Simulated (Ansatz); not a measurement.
## CsCdCl$_{3}$ (Pm-3m), a vibration from a frozen displacement

All numbers below come from Ansatz, DFT r2SCAN, scalar-relativistic, plane waves, PAW. Cutoff 500 eV, Γ-centred 6×6×6 k-points, Gaussian smearing of 0.05 eV. Spin–orbit coupling is left out, which matters for the heavy elements here. No spin polarisation. Energies are free energies at this smearing, counted from the undisturbed cell; pressure is positive in compression.

The undisturbed cell (as given, not relaxed at this level; it stands at 1.3 GPa, and it needn't be the usual structure):

```yaml
crystal:
  lattice:
    - [5.20000, 0.00000, 0.00000]
    - [0.00000, 5.20000, 0.00000]
    - [0.00000, 0.00000, 5.20000]
  atoms:
    - { symbol: Cs, position: [0.00000, 0.00000, 0.00000] }
    - { symbol: Cd, position: [0.50000, 0.50000, 0.50000] }
    - { symbol: Cl, position: [0.00000, 0.50000, 0.50000] }
    - { symbol: Cl, position: [0.50000, 0.00000, 0.50000] }
    - { symbol: Cl, position: [0.50000, 0.50000, 0.00000] }
```

Every Cl atom is moved by x along the Cartesian unit vector (1.000, 0.000, 0.000); the cell and all other atoms stay fixed. The cell's volume is 140.61 Å³; the moved atoms weigh 106.350 u together and the others 245.319 u. Some rows repeat others by symmetry and weren't run.

```csv
x (Å),ΔE (meV/cell),total force on the moved atoms along the move (eV/Å),pressure (GPa)
-0.1000,24.41,0.5016,1.4378
-0.0875,18.57,0.4334,1.4009
-0.0750,13.56,0.3673,1.3689
-0.0625,9.37,0.3032,1.3420
-0.0500,5.98,0.2407,1.3200
-0.0375,3.35,0.1793,1.3029
-0.0250,1.49,0.1191,1.2907
-0.0125,0.37,0.0594,1.2834
0.0000,0.00,0.0000,1.2810
0.0125,0.37,-0.0594,1.2834
0.0250,1.49,-0.1191,1.2907
0.0375,3.35,-0.1793,1.3029
0.0500,5.98,-0.2407,1.3200
0.0625,9.37,-0.3032,1.3420
0.0750,13.56,-0.3673,1.3689
0.0875,18.57,-0.4334,1.4009
0.1000,24.41,-0.5016,1.4378
```

What frequency belongs to this motion?

The force constant is k = −dF/dx = 4.752 eV/Å², from the parabola through x = -0.0125, 0 and 0.0125. In every cell the moved atoms swing against the rest, so the mass is μ = m₁m₂/(m₁ + m₂) = 74.188 u, and ν̃ = 521.5 cm⁻¹ × √(|k|/μ) = 132 cm⁻¹, at this cell's pressure of 1.3 GPa. The pattern needn't be a normal mode: ν̃² is then a weighted mean of the squared nonzero frequencies at the zone centre of this cell, taken without macroscopic field, so it lies between the lowest and the highest of them.

How far does the harmonic law reach?

At x = -0.100 Å, kx²/2 = 23.76 meV against the computed 24.41 meV (+2.7 %): the well is still close to harmonic there.

Many cubic perovskites lower their energy by tilts or polar distortions; a scan of this one displacement doesn't rule them out.